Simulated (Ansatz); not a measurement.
Values for one crystal, relaxed and computed with plane-wave PAW r²SCAN (Ansatz code); other levels are named.

| Quantity | Result |
|---|---|
| Volume per atom | 17.85 Å³ |
| Electronic character | metallic (no gap) |
| Formation energy from the elements (no fitted shifts) | -0.34 eV/atom |
| Gap with spin–orbit coupling | none (metallic) |
| Density of states at the Fermi level | 0.35 states/eV per atom (mean over ±0.08 eV) |
| Bulk modulus (Birch–Murnaghan fit) | 800 kbar |
| Pressure derivative B′ | 4.8 |

Task: Which of these materials gives this?
(A) La3Tl, Cu3Au type
(B) CaZn2, Imma (Ca on 4e, Zn on 8h)
(C) LaHg, CsCl type
(D) LaZn5, P6/mmm (La on 1a, Zn on 2c, Zn on 3g)

Result: D, LaZn5, P6/mmm (La on 1a, Zn on 2c, Zn on 3g)

The workflow started from an entry of the Crystallography Open Database (COD, 296 K). Whether it is the stable phase at ambient conditions was not checked. The cell was relaxed with r²SCAN under the symmetry of its start; its stability against distortions is not shown here. The references are the lowest solids computed at this level, not always the standard phases. Spin–orbit coupling is left out wherever it is not named.

Potentials: the later of the program's two PAW sets.
